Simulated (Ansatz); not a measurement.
Relaxed-ion elastic tensor of C in space group Pn-3m (No. 224; C on 2a, C on 8e) in GPa (Voigt order), r²SCAN in the plane-wave PAW code Ansatz; density 1.79 g/cm³, 11.12 Å³ per atom.

```
 194   168   168   0.0   0.0   0.0
 168   194   168   0.0   0.0   0.0
 168   168   194   0.0   0.0   0.0
 0.0   0.0   0.0  39.3   0.0   0.0
 0.0   0.0   0.0   0.0  39.3   0.0
 0.0   0.0   0.0   0.0   0.0  39.3
```

**Question.** Is the crystal mechanically stable?

**Answer.** Yes: the smallest eigenvalue of C is 25.1 GPa.

**Question.** Work out the Voigt, Reuss and Hill averages.

**Answer.** K_V = 177, K_R = 177, K_H = 177; G_V = 28.6, G_R = 21.2, G_H = 24.9 GPa.

**Question.** Give Young's modulus, Poisson's ratio, Pugh's ratio and the universal anisotropy index.

**Answer.** E = 9KG/(3K + G) = 71.4 GPa; ν = 0.43; K/G = 7.09 (ductile by the Pugh limit of 1.75); A_U = 5G_V/G_R + K_V/K_R − 6 = 1.74.

**Question.** Estimate the sound speeds and the Debye temperature.

**Answer.** v_l = √((K + 4G/3)/ρ) = 10800 m/s, v_t = √(G/ρ) = 3730 m/s, mean 4240 m/s; Θ = (h/k)(3n/4πV)^(1/3) v_m = 565 K.

**Question.** Give the Zener ratio and Young's modulus along [100], [110] and [111].

**Answer.** A = 2C44/(C11 − C12) = 3.13; 1/E = S11 − 2(S11 − S12 − S44/2)Γ with Γ = 0, 1/4, 1/3 gives 36.8, 73.4, 110 GPa.

**Question.** Solve the Christoffel equation for the three sound speeds along [100], [110], [111].

**Answer.** Eigenvalues of C_ijkl n_j n_l equal ρv². In km/s, slowest first: [100] 4.68, 4.68, 10.39; [110] 2.65, 4.68, 11.08; [111] 3.46, 3.46, 11.31.

The start of the workflow was typed in or built on a structure type; neither database checked (COD, Materials Project) lists it. It is not the phase usual at ambient conditions (space group No. 194, 227). The r²SCAN relaxation kept the symmetry of its start; its stability against distortions is not shown here.

Potentials: the later of the program's two PAW sets.
